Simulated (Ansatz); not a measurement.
A geometry of MgB2 away from equilibrium: the start of the relaxation of a relaxed MgB2 cell displaced along its unstable phonon at q = Γ (147i cm⁻¹), largest move 0.15 Å. Level of theory: PBEsol (plane waves to 420 eV, PAW, scalar-relativistic; Ansatz, an electronic-structure program). Γ-centred k-mesh 12×12×5 on the run's cell (coarser than for final values), Fermi–Dirac smearing 0.05 eV.

```xyz
6
Lattice="2.7469 -1.5187 0.0000 2.7469 1.5187 0.0000 -1.0398 0.0000 7.4996" Properties=species:S:1:pos:R:3 pbc="T T T"
B      4.0447     0.1500     0.7580
B      2.2831     0.1190     0.8067
B      0.4093    -0.1500     6.7417
B      2.1709    -0.1190     6.6930
Mg     0.3600     0.0620     2.4815
Mg     4.0939    -0.0620     5.0181
```

Question: Give the Cartesian forces on all atoms (eV/Å).

Answer: 
| atom | Fx | Fy | Fz |
|---|---|---|---|
| B1 | 0.10 | -0.16 | -0.05 |
| B2 | -0.38 | -0.01 | -0.27 |
| B3 | -0.10 | 0.16 | 0.05 |
| B4 | 0.38 | 0.01 | 0.27 |
| Mg5 | 0.00 | 0.13 | -0.08 |
| Mg6 | 0.00 | -0.13 | 0.08 |

Question: What is the pressure?

Answer: -0.1 GPa, compression positive.

No spin polarisation in the result.

The run could not lose the symmetry of its start, so the end can be a saddle point.

The end of the path is a generated cell of MgB2: the first start was made by placing the elements on the sites of a structure type, and the end was not matched to a known phase here, so it may be hypothetical. Known forms of MgB2 include space group No. 191.
